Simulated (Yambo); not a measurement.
Yambo run on NaHF2 (space group R-3m, No. 166). The wavefunctions are norm-conserving PBEsol (Quantum ESPRESSO, 88 Ry, without SOC) ones on a 4×4×4 mesh (12 occupied bands); a = b = c = 5.0179 Å, α = β = γ = 40.50°.

Yambo input:

```
rim_cut
gw0
dyson
el_el_corr
HF_and_locXC
cohsex
em1s
RandQpts= 1000000
RandGvec= 1 Ry
EXXRLvcs= 88 Ry
VXCRLvcs= 352 Ry
Chimod= "HARTREE"
% BndsRnXs
 2 | 87 |
%
NGsBlkXs= 8 Ry
% LongDrXs
 1.0 | 1.0 | 1.0 |
%
ExtendOut
% QPkrange
 1 | 1 | 12 | 13 |
 13 | 13 | 12 | 12 |
%
```

k points by index: 1 = Γ, 13 = Z.

Table of the .qp output:

```
#    K-point    Band    Eo [eV]    E [eV]    E-Eo [eV]    Vxc [eV]    Vnlxc [eV]    Sc|Eo [eV]    Re(Z)    Im(Z)
#
    1    12    -0.215191    -4.987003    -4.771812    -23.08019    -30.36010    2.508092    1.000000    0.000000
    1    13    6.914766    7.897582    0.982816    -8.281487    -4.387286    -2.911384    1.000000    0.000000
    13    12    0.000000    -5.084299    -5.084299    -22.44907    -30.58866    3.055286    1.000000    0.000000
```
(The two width columns are left out.) Convergence of these settings isn't established.

Geometry relaxed with PBE+D3(BJ).
